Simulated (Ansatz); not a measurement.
Input file for Ansatz (a program for electronic structure):

Ansatz 0.2 input:
```yaml
crystal:
  lattice:
    - [0.0, 2.5033685692, 2.5033685692]
    - [2.5033685692, 0.0, 2.5033685692]
    - [2.5033685692, 2.5033685692, 0.0]
  atoms:
    - { symbol: Ir, position: [0.0, 0.0, 0.0] }
    - { symbol: Al, position: [0.5, 0.5, 0.5] }
kpoints:
  mp_grid: { grid: [14, 14, 14] }
hamiltonian:
  xc: r2scan
  pseudopotentials: { azcp: { folder: ./paw }, kind: paw }
scf:
  occupations: { method: gaussian, width: 0.1 }
checkpoint: { read: metal.run }
output: { bader: true, populations: true }
```

Output (shortened):

```
Pseudopotentials: kind: paw
Pseudopotential: Ir, paw, valence charge 17
Pseudopotential: Al, paw, valence charge 3
Functional definition: r2SCAN
Crystal: 2 atoms, lattice volume = 31.376 Å³
Basis set: ecut = 500 eV, 821 PW (Γ), exchange–correlation on 108×108×108 points (64 copies of the dense FFT grid, shifted against one another)
Bands: 18, of which v1, the nominal top of the filled ones, is band 10 counted from 1 (9 counted from 0)
Symmetry: 48 space group operations
Space group: Fm-3m (ITA 225), of the structure as read, at distance tolerance 3.2e-5 Å
k-points: 104 of 2744
PAW frozen core: Ir, regenerated for the run's functional
PAW frozen core: Al, regenerated for the run's functional
Initial density: read from a saved state, or passed on in memory by an earlier SCF of this step, an earlier step, the calling program or the single point that …
Stability of the state it starts from, as read at its close in the unpolarized treatment …
Initial wavefunctions: pseudopotential atomic-orbital guess
Eigensolver: davidson
Functional: x = r2scan, c = r2scan; τ floored in thin density (d = 2e-4 eV/Å³)
iter 1 solved again at ethr=1.88e-8 eV; its pass at ethr=3.10e-3 eV (dr2=3.76e-6 eV) is discarded
SCF iter   1: F=—  HF=-12490.533486 eV  |F-HF|=—  |Δ(HF+E_count)|=         —  Δρ=3.43e-7  dr2=2.56e-11  dr2_τ=1.27e-11  ethr=1.88e-8  ⟨swp⟩=3.1  Hψ=14266  notcnv=0
all-band conjugate gradients solve this SCF's bands
preconditioner: auto → Kerker (q_TF=auto, 2.531 Å⁻¹)
SCF iter   2: F=-12490.533486 eV  HF=-12490.533486 eV  |F-HF|=1.82e-11  |Δ(HF+E_count)|=   2.46e-9  Δρ=2.41e-7  dr2=2.23e-11  dr2_τ=1.72e-12  ethr=1.00e-12  ⟨swp⟩=5.7  Hψ=7295  notcnv=0
SCF 1 converged in 2 iterations: F = -12490.533486 eV  dr2 = 2.23e-11
SCF converged after 2 iterations
Free energy (F): -12490.533486 eV
Harris-Foulkes:  -12490.533486 eV  (|F-HF|=1.82e-11)
Internal energy: -12490.529492 eV  (E = F + TS)
E sigma→0 (E₀):  -12490.531489 eV
Entropy (-TS):   -0.003994 eV (-1.997 meV/atom)
Fermi energy:    14.410122 eV
--- Per-component energies (eV) ---
  E_band       = -232.767875
  E_kinetic    = 569.991129
  E_local      = -1823.776112  (includes V_loc(G=0)·N_el)
  E_nonlocal   = 202.965895
  E_hartree    = 706.481787
  E_xc         = -252.630165
  E_vxc        = -314.897747  (∫ρ·V_xc dr)
  E_paw        = -9768.584274  (= ΣΔE_a)
  E_vpaw       = -299.771603  (= ΣTr[D̂ρ^β])
  E_aug_tail   = 0.000253  (compensation charges beyond the density's cutoff)
  E_vtau       = 19.756494  (kinetic-family band-sum trace: ∫τ·v_τ [+ j·A + Jᵃ·Aᵃ] dr)
  E_ewald      = -2124.600855
  E_core_change = -0.377149  (= ΣΔE_core)
  E_smearing   = -0.003994  (= −TS)
  E_closure    =  0.000000  (closes the sum)
  Σ components = -12490.533486   (vs F -12490.533486, Δ=0.00e0)
  [band-id]    e_kinetic+e_local+e_nonlocal+2·e_hartree+e_vxc+e_vpaw+e_augmentation_tail+e_vtau = -232.768118   (vs E_band -232.767875, Δ=-2.43e-4)
--- Band table (eV; the first three rows and the last of 104) ---
  k-point 0: bands = ["-78.6535", "-34.9561", "-34.9561", "-34.9561", "4.1164", "11.7849", "11.7849", "11.7849", "12.0680", "12.0680", "21.1964", "21.1964", "21.1964", "25.3800", "29.0296", "29.0296", "29.0296", "30.6502"]
  k-point 1: bands = ["-78.6534", "-34.9585", "-34.9565", "-34.9565", "4.2303", "11.7199", "11.8155", "11.8155", "12.0407", "12.0407", "20.8335", "21.3433", "21.3433", "25.3826", "28.6192", "28.7821", "28.7821", "30.9729"]
  k-point 2: bands = ["-78.6532", "-34.9652", "-34.9576", "-34.9576", "4.5678", "11.5370", "11.7395", "11.7395", "12.1417", "12.1417", "19.8801", "21.7419", "21.7419", "25.1518", "28.0216", "28.0216", "28.1783", "30.8726"]
  k-point 103: bands = ["-78.6518", "-34.9909", "-34.9851", "-34.9759", "8.5809", "10.6387", "10.8876", "11.2062", "14.0959", "14.1730", "15.4988", "16.0486", "17.8351", "26.4847", "26.9806", "27.4830", "29.4846", "32.6832"]
  band table: 18 of 18 bands, residual norms ≤ 1.0e-3 eV
--- Löwdin populations: 2 sites ---
  site symbol       q [e]
     0     Ir     16.9347
     1     Al      2.9566
  spilling = 0.005437 (of n_electrons = 20.000000)
--- Bader charges: 2 sites ---
  site symbol  charge [e]  shift [e]
     0     Ir     -2.0063     0.0040
     1     Al      2.0063     0.0040
  shift: an alarm, by how much a part of what the PAW files miss would move the charge. Where it is large, compare
  with a run on PAW files of another source; a small one proves nothing
  estimated error of the sums over rays = 4.6e-4 e
```

Cost: roughly 18 core-seconds on shared cores.

The start of the workflow was typed in or built on a structure type; neither database checked (COD, Materials Project) lists it. Whether it is the stable phase at ambient conditions was not checked. Symmetry was held in the r²SCAN relaxation. At this level the phase is mechanically unstable. No spin polarisation was allowed. Scalar-relativistic: spin–orbit coupling is off unless named, which matters more the heavier the elements.

Potentials: the earlier of the program's two PAW sets.

Ansatz is a plane-wave DFT program.
